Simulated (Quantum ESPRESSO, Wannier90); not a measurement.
## Wannierisation of TiO2 (Pbcn)

```
begin unit_cell_cart
ang
    4.5453500000    0.0000000000    0.0000000000
    0.0000000000    5.5196200000    0.0000000000
    0.0000000000    0.0000000000    4.9092000000
end unit_cell_cart
begin atoms_frac
Ti   0.5000000000 -0.3270100000 -0.2500000000
Ti   0.5000000000  0.3270100000  0.2500000000
Ti   0.0000000000 -0.1729900000  0.2500000000
Ti   0.0000000000  0.1729900000 -0.2500000000
O   -0.2714500000 -0.3817200000  0.0813500000
O    0.2714500000  0.3817200000 -0.0813500000
O   -0.2285500000 -0.1182800000 -0.4186500000
O    0.2285500000  0.1182800000  0.4186500000
O    0.2285500000 -0.1182800000 -0.0813500000
O   -0.2285500000  0.1182800000  0.0813500000
O    0.2714500000 -0.3817200000  0.4186500000
O   -0.2714500000  0.3817200000 -0.4186500000
end atoms_frac
```

Structure: Materials Project mp-1439, symmetrised, not relaxed again. Not found in the COD (Crystallography Open Database) copy used, which has the formula in other groups; not checked further. Method: PBEsol plane waves in Quantum ESPRESSO 7.5 (PseudoDojo norm-conserving files, 68 Ry, no spin polarisation, no spin-orbit coupling), Bloch states on a 4×4×4 mesh through Γ, Wannier90 4.0.1. Density: 8×6×6 mesh, cold smearing 0.01 Ry.

Bands 61-68 form an isolated set from 5.22 to 7.48 eV relative to the valence-band maximum (on the path) and are turned into 8 Wannier functions by minimising the spread from the start: SCDM (isolated).

Where do the functions sit, how wide are they and what are they made of?


```json
[
 {"functions": "8", "spread (Å²)": "2.61", "nearest atom, distance (Å)": "Ti 0.08", "second atom, distance (Å)": "O 1.85", "weight on atomic waves": "Ti 3d 64 %, O 2p 23 %"}
]
```

Ω_I = 20.56 Å², Ω_total = 20.92 Å²; the interpolated bands follow pw.x to 2.0 meV rms on the path. Only this start was tried; a symmetric start can stop on a saddle, and mixtures of these functions could lower the total by at most Ω_total − Ω_I.
